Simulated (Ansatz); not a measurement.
# A film clamped to a substrate in Ca3GeN

Theory: DFT PBEsol, scalar-relativistic, plane waves, PAW in Ansatz 0.2.0. Settings: plane waves to 420 eV, k-mesh 10×10×10 (Γ-centred), Gaussian smearing 0.15 eV. No spin polarisation. Energies are free energies at this smearing, counted from the undisturbed cell; pressure is positive in compression.

Zero of the scan (as given, not relaxed at this level; it stands at -0.1 GPa, and it needn't be the usual structure):

```
Ca Ge N
1.0
     4.75730    0.00000    0.00000
     0.00000    4.75730    0.00000
     0.00000    0.00000    4.75730
Ca Ge N
3 1 1
Direct
  0.00000 0.50000 0.50000
  0.50000 0.00000 0.50000
  0.50000 0.50000 0.00000
  0.00000 0.00000 0.00000
  0.50000 0.50000 0.50000
```

The cell (5 atoms, V0 = 107.67 Å³) is strained by p along both x and y and by q along z, fractional coordinates fixed. τp = (1/V0) ∂E/∂p = (σxx + σyy)(1 + p)(1 + q) and τq = (1/V0) ∂E/∂q = σzz(1 + p)², with tension positive.

```csv
p,q,ΔE (meV/atom),τp (GPa),τq (GPa)
0.000,0.000,0.00,0.16,0.08
-0.040,0.000,34.51,-13.91,-2.80
0.040,0.000,28.16,9.70,2.71
0.000,-0.040,12.82,-2.84,-5.17
0.000,0.040,10.92,2.70,3.78
```

Task: Get the second derivatives of the energy density.

Result: Central differences give A = ∂τp/∂p = 295 GPa (C11 + C22 + 2 C12), C = ∂τq/∂q = 112 GPa (C33) and the cross term B = ∂τq/∂p = 69 GPa (C13 + C23); ∂τp/∂q = 69 GPa must equal B, and any difference shows higher-order terms. Steps this large leave an error of some per cent of A or C in all of these, which can swamp a small B. The ions are clamped. In a cubic crystal C11 = C = 112, C12 = B/2 = 34 GPa and A should be 2(C11 + C12) = 293 GPa; the bulk modulus is (C11 + 2 C12)/3 = 60 GPa.

Task: A film of this crystal grows with z along the normal on a substrate that imposes p. How does its thickness respond, and what does the misfit cost?

Result: Count p and q from the stress-free cell. A free surface needs τq = 0, so q = −(B/C) p = -0.62 p. The energy density left is (A − B²/C) p²/2 = M p², with the biaxial modulus M = 126 GPa; a misfit of 1 % costs 1.70 meV/atom, against 1.98 meV/atom if the thickness were held.

At p = -0.080 the energies along q are 297.8 (q = -0.080), 208.9 (q = -0.040), 161.0 (q = 0.000), 144.1 (q = 0.040), 149.9 (q = 0.080) meV/atom.

Task: Does the linear rule hold at this misfit?

Result: A parabola through the lowest point and its neighbours has its minimum at q = 0.050, 143.4 meV/atom. With the stress left in the starting cell, τp0 and τq0, linear elasticity gives q = −(τq0 + Bp)/C = 0.049 and E = V0(τp0 p + τq0 q + Ap²/2 + Bpq + Cq²/2)/N = 107.5 meV/atom. The energies differ by more than a tenth, so the quadratic law fails here: the gap holds the anharmonic part, with some error from the wide steps. Cubic terms also shift the vertex of so wide a parabola.

In a metal these slopes depend on the k mesh and the smearing.